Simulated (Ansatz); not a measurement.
Starting cell, Ge (diamond):

```xyz
4
Lattice="0.0000 5.6744 5.6744 2.8372 0.0000 2.8372 2.8372 2.8372 0.0000" Properties=species:S:1:pos:R:3 pbc="T T T"
Ge     2.8372     2.8372     2.8372
Ge     2.8372     5.6744     5.6744
Ge     4.2558     4.2558     4.2558
Ge     4.2558     7.0930     7.0930
```

The atoms are displaced by Q × the pattern below (from a DFPT mode at L = (0.5, 0.0, 0.0), largest move 1; Q in Å), at fixed cell. (q is in reciprocal vectors of the primitive cell; the cell shown is doubled to hold the pattern.)

```csv
atom,x,y,z
Ge1,-0.577,0.577,0.577
Ge2,0.577,-0.577,-0.577
Ge3,0.577,-0.577,-0.577
Ge4,-0.577,0.577,0.577
```

Computed with r2SCAN (plane waves to 500 eV, PAW, scalar-relativistic; Ansatz, a program for electronic structure). k mesh 5×10×10 (Γ-centred), Fermi-Dirac smearing 0.05 eV. The energy includes the smearing's −TS. As the smearing reaches across the gap at some points, energies and forces of such displacements shift with the k mesh and the smearing. Ge was relaxed with its symmetry unable to fall. The zero of ΔE is the undisplaced structure. The last digit holds for this mesh only.

```json
[
 {"Q (Å)": "-0.2800", "ΔE (meV/cell)": "1647.7"},
 {"Q (Å)": "-0.2333", "ΔE (meV/cell)": "withheld"},
 {"Q (Å)": "-0.1867", "ΔE (meV/cell)": "832.2"},
 {"Q (Å)": "-0.1400", "ΔE (meV/cell)": "487.3"},
 {"Q (Å)": "-0.0933", "ΔE (meV/cell)": "224.1"},
 {"Q (Å)": "-0.0467", "ΔE (meV/cell)": "57.3"},
 {"Q (Å)": "0.0000", "ΔE (meV/cell)": "0.0"},
 {"Q (Å)": "0.0467", "ΔE (meV/cell)": "57.3"},
 {"Q (Å)": "0.0933", "ΔE (meV/cell)": "224.1"},
 {"Q (Å)": "0.1400", "ΔE (meV/cell)": "487.3"},
 {"Q (Å)": "0.1867", "ΔE (meV/cell)": "832.2"},
 {"Q (Å)": "0.2333", "ΔE (meV/cell)": "withheld"},
 {"Q (Å)": "0.2800", "ΔE (meV/cell)": "1647.7"}
]
```

Task: Fit an even polynomial form (powers 2, 4, 6) to the given rows and predict ΔE at Q = 0.2333.

Result: Least squares on the 11 given rows: ΔE = (26260)·Q² + (-70200)·Q⁴ + (41830)·Q⁶, in meV/cell with Q in Å; root-mean-square residual 0.53 meV/cell. At 0.2333 the fit gives 1228.1 meV/cell; the calculation gives 1229.6 meV/cell, so the interpolation is off by -1.5 (-0.1 %). The quadratic term alone would give 1429.3 meV/cell.

(For displaced atoms, the force is minus the slope of the energy, and its curvature is a force constant, which sets phonon frequencies.)
